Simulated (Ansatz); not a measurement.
NbSnS:
Space group P4/nmm, origin choice 1 (No. 129); a = b = 3.880 Å, c = 7.753 Å, α = β = γ = 90.00°

```tsv
atom	site	symmetry	x	y	z
Nb	2c	4mm	0.5000	0.0000	0.2922
Sn	2a	-4m2	0.0000	0.0000	0.0000
S	2c	4mm	0.0000	0.5000	0.3776
```

Relaxed at zero pressure with plane-wave PAW PBE (Ansatz code).

The volume is lowered by 6 % and shape and atoms relax at that volume. What pressure results, and how do the axes share the change?

7.9 GPa; a -2.2 %, b -2.2 %, c -1.7 %; the energy rises by 27 meV/atom.

Give the new structure.


Space group P4/nmm, origin choice 1 (No. 129); a = b = 3.795 Å, c = 7.618 Å, α = β = γ = 90.00°

| atom | site | symmetry | x | y | z |
|---|---|---|---|---|---|
| Nb | 2c | 4mm | 0.5000 | 0.0000 | 0.2935 |
| Sn | 2a | -4m2 | 0.0000 | 0.0000 | 0.0000 |
| S | 2c | 4mm | 0.0000 | 0.5000 | 0.3755 |

The phase is kept; no other phase was compared at this pressure.

The start of the workflow was typed in or built on a structure type; neither database checked (COD, Materials Project) lists it. Its standing as an ambient phase is unchecked. Symmetry was held in the PBE relaxation; whether a distortion lowers the energy is not shown. The workflow began spin-polarised and lost its moments. Scalar-relativistic: spin–orbit coupling is off unless named, which matters more the heavier the elements.

Potentials: the later of the program's two PAW sets.
